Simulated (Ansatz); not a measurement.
LaScO2F:
Space group P4/mmm (No. 123); a = b = 4.1315 Å, c = 4.0318 Å, α = β = γ = 90.00°

```
atom  site  symmetry       x       y       z
----  ----  --------  ------  ------  ------
La      1d     4/mmm  0.5000  0.5000  0.5000
Sc      1a     4/mmm  0.0000  0.0000  0.0000
O       2f      mmm.  0.0000  0.5000  0.0000
F       1b     4/mmm  0.0000  0.0000  0.5000
```

Relaxed at zero pressure with r²SCAN (plane waves, PAW; program Ansatz).

**Question.** The volume is lowered by 3 % and shape and atoms relax at that volume. What pressure results, and how do the axes share the change?

**Answer.** 4.6 GPa; a -1.0 %, b -1.0 %, c -1.1 %; the energy rises by 6 meV/atom.

**Question.** Give the new structure.

**Answer.** 
Space group P4/mmm (No. 123); a = b = 4.0913 Å, c = 3.9879 Å, α = β = γ = 90.00°

| atom | site | symmetry | x | y | z |
|---|---|---|---|---|---|
| La | 1d | 4/mmm | 0.5000 | 0.5000 | 0.5000 |
| Sc | 1a | 4/mmm | 0.0000 | 0.0000 | 0.0000 |
| O | 2f | mmm. | 0.0000 | 0.5000 | 0.0000 |
| F | 1b | 4/mmm | 0.0000 | 0.0000 | 0.5000 |

The phase is kept; no other phase was compared at this pressure.

The start of the workflow was typed in or built on a structure type; neither database checked (COD, Materials Project) lists it. Whether it is the stable phase at ambient conditions was not checked. The r²SCAN relaxation kept the symmetry of its start; its stability against distortions is not shown here. The run is not spin-polarised. The volume moved by -20 % from the start of the relaxation. Scalar-relativistic: spin–orbit coupling is off unless named, which matters more the heavier the elements.

Potentials: the earlier of the program's two PAW sets.
